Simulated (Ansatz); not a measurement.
Values for one crystal, relaxed and computed with plane-wave PAW PBE (Ansatz code); other levels are named.

```yaml
volume_per_atom: 32.91 Å³
electronic_character: metallic (no gap)
Pressure derivative B′: 2.8
Bulk modulus (Birch–Murnaghan fit): 40.8 GPa
Density of states at the Fermi level: 2.1 states/eV per atom (mean over ±0.08 eV)
Gap with spin–orbit coupling: none (metallic)
```

Question: Pick the material that matches.
A. Zn, hcp (Mg type)
B. Ru, hcp (Mg type)
C. Y, hcp (Mg type)
D. Be, hcp (Mg type)

Answer: C, Y, hcp (Mg type)

Space group P6_3/mmc (hcp (Mg type)). Symmetry was held in the PBE relaxation. The workflow began spin-polarised and lost its moments. Spin–orbit coupling is left out wherever it is not named.

Potentials: the earlier of the program's two PAW sets.
